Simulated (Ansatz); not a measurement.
## ⁶⁷Zn NMR of the central transition in Cs2ZnBr4

Cell: a structure deposited in the COD whose atoms were relaxed with PBE, the cell held.

```cif
data_Cs2ZnBr4
_symmetry_space_group_name_H-M 'Pnma'
_symmetry_Int_Tables_number 62
_cell_length_a 10.1960
_cell_length_b 7.7700
_cell_length_c 13.5170
_cell_angle_alpha 90.000
_cell_angle_beta 90.000
_cell_angle_gamma 90.000
loop_
_atom_site_label
_atom_site_type_symbol
_atom_site_symmetry_multiplicity
_atom_site_Wyckoff_symbol
_atom_site_fract_x
_atom_site_fract_y
_atom_site_fract_z
Cs1 Cs 4 c 0.4753 0.2500 0.8331
Cs5 Cs 4 c 0.6353 0.2500 0.4018
Zn Zn 4 c 0.2375 0.2500 0.4216
Br13 Br 4 c 0.3115 0.2500 0.5924
Br17 Br 4 c 0.0020 0.2500 0.3972
Br21 Br 8 d 0.3303 0.9946 0.3472
```

One atom of each set is listed.

The numbers come from a DFT calculation in Ansatz (PBE, plane waves and PAW, scalar-relativistic, 420 eV cutoff, Γ-centred 3×4×2 k-points, Fermi–Dirac smearing 0.02 eV).

⁶⁷Zn has I = 5/2 and Q = 122.0 mb (Pyykkö 2018); at 28.2 T its Larmor frequency is ν₀ = 75.3 MHz. Only the quadrupole interaction is simulated: positions count from each site's isotropic chemical shift, and J coupling is left out, as are shift anisotropy and dipolar coupling, which fast spinning averages.

Task: What does the ⁶⁷Zn spectrum (fast magic-angle spinning) show for each site?

Result: 

| site | first shell | C_Q (MHz) | η | P_Q (MHz) | δ_QIS (ppm) | breadth (kHz) |
| --- | --- | --- | --- | --- | --- | --- |
| Zn | 4 Br at 2.42–2.43 Å | 2.20 | 0.08 | 2.20 | -5.15 | 0.851 |

δ_QIS = −(ν_Q²/30ν₀²)[I(I+1) − 3/4](1 + η²/3) × 10⁶ ppm with ν_Q = 3|C_Q|/[2I(2I−1)]; it falls as 1/B₀² in ppm, and the breadth as 1/B₀ in kHz.

The relaxation (5 steps) took 6.5 min of wall time (6.5 min of CPU time) and 2.5 GiB at its peak, on 1 thread of Intel Xeon Platinum 8488C (Sapphire Rapids) (x86_64; 16 cores open to the job, memory cap 3.0 GiB, no GPU), a shared host with a load of 0.3 a core.
